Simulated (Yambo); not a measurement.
Al3BC (space group P6_3/mmc, No. 194), G0W0@PBEsol in Yambo with this input:

```
rim_cut
gw0
dyson
el_el_corr
HF_and_locXC
ppa
em1d
RandQpts= 1000000
RandGvec= 1 Ry
EXXRLvcs= 82 Ry
VXCRLvcs= 328 Ry
Chimod= "HARTREE"
% BndsRnXp
 1 | 216 |
%
NGsBlkXp= 8 Ry
% LongDrXp
 1.0 | 1.0 | 1.0 |
%
PPAPntXp= 27.2114 eV
% GbndRnge
 1 | 216 |
%
GTermKind= "BG"
DysSolver= "n"
ExtendOut
```

On a 6×6×1 mesh, with wavefunctions cut at 82 Ry, the gap (Γ → M) is 0.806 eV and the valence edge shifts by -0.341 eV.

Q: What happens with this change: 1 Ry block?

A: The gap falls by 0.164 eV, to 0.642 eV; the shift of the valence edge becomes 0.446 eV. Neither run is shown to be the converged limit.

Geometry of the Materials Project entry, not relaxed at this level; primitive cell a = b = 3.4812 Å, c = 11.4684 Å, α = β = 90.00°, γ = 120.00°.

The structure is a Materials Project entry; no match was found in the copy of COD used, and its stability was not checked.

A shift is the quasiparticle energy of the state minus its PBEsol energy.
